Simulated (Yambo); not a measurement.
A G0W0@PBEsol run in Yambo for GaAlN2 (space group P3m1, No. 156) (6×6×2 Γ-centred k mesh, 170 bands and a 8 Ry block in the screening, 170 bands in G with the Bruneval-Gonze terminator, plasmon pole fitted at 27.2 eV) gives these matrix elements, in eV, at the band edges (Γ → Γ):

```tsv
state	E0	<Vxc>	<Σx>	<Σc(E0)>	Z
valence edge	0.000	-17.763	-21.016	2.837	0.797
conduction edge	2.839	-13.653	-9.365	-3.609	0.820
```

**Question.** Solve the linearised quasiparticle equation for both states, give the gap, and say how exchange and correlation each act on it.

**Answer.** E = E0 + Z(Σx + Σc − Vxc). Valence: 0.000 + 0.797 × (-21.016 + (2.837) − (-17.763)) = -0.33 eV. Conduction: 2.839 + 0.820 × (-9.365 + (-3.609) − (-13.653)) = 3.40 eV. The gap is 3.73 eV, against 2.84 eV in PBEsol. Replacing Vxc by bare exchange alone would open it by 7.54 eV; correlation takes back 6.45 eV of that, and Z scales what is left. Nearest settings tried, and what they do to the gap: 68 bands in G: +12 meV; 82 bands in W: +60 meV; 7 Ry block (111 vectors against 123): -19 meV. Not varied: mesh. So the settings aren't converged at that level. 

The standard potential for Ga keeps a d shell in the valence without the s and p states of that shell. In tests on such compounds this moved G0W0 gaps by up to about 0.9 eV, so absolute quasiparticle energies here are unreliable; differences between settings are what counts.

Spin-orbit coupling is included.

Geometry relaxed with PBEsol; primitive cell a = b = 3.147 Å, c = 5.098 Å, α = β = 90.00°, γ = 120.00°.

The structure is a Materials Project entry; no match was found in the copy of COD used, and its stability was not checked.
